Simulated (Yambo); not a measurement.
A free-standing ZrSe₂ monolayer (symmetry P-3m1, slab cell 16.1 Å high), G0W0@PBEsol in Yambo with this input:

```
rim_cut
gw0
dyson
el_el_corr
HF_and_locXC
ppa
em1d
rim_w
RandQpts= 1000000
RandGvec= 2 Ry
CUTGeo= "slab z"
EXXRLvcs= 86 Ry
VXCRLvcs= 344 Ry
Chimod= "HARTREE"
% BndsRnXp
 23 | 214 |
%
NGsBlkXp= 6 Ry
% LongDrXp
 1.0 | 1.0 | 0.0 |
%
RandGvecW= 996 mRy
PPAPntXp= 27.2114 eV
% GbndRnge
 1 | 214 |
%
GTermKind= "BG"
DysSolver= "n"
ExtendOut
```

On a 6×6×1 mesh, with wavefunctions cut at 86 Ry, the gap (Γ → M) is 1.702 eV and the valence edge shifts by -0.914 eV.

**Question.** What happens with this change: no stochastic integration of W?

**Answer.** The gap rises by 1.469 eV, to 3.171 eV; the shift of the valence edge becomes -1.687 eV. Without the stochastic integration, the mesh misses the sharp change of W near q = 0 in a layer: the 1.47 eV of that row are a sampling artefact. Neither run is shown to be the converged limit.

The standard potential for Se keeps a d shell in the valence without the s and p states of that shell. In tests on such compounds this moved G0W0 gaps by up to about 0.9 eV, so absolute quasiparticle energies here are unreliable; differences between settings are what counts.

Spin-orbit coupling is included.

Geometry relaxed with PBEsol; primitive cell a = b = 3.749 Å, c = 16.100 Å, α = β = 90.00°, γ = 120.00°.

This is a model layer cut from the bulk structure; whether it is stable on its own was not checked.

A shift is the quasiparticle energy of the state minus its PBEsol energy.
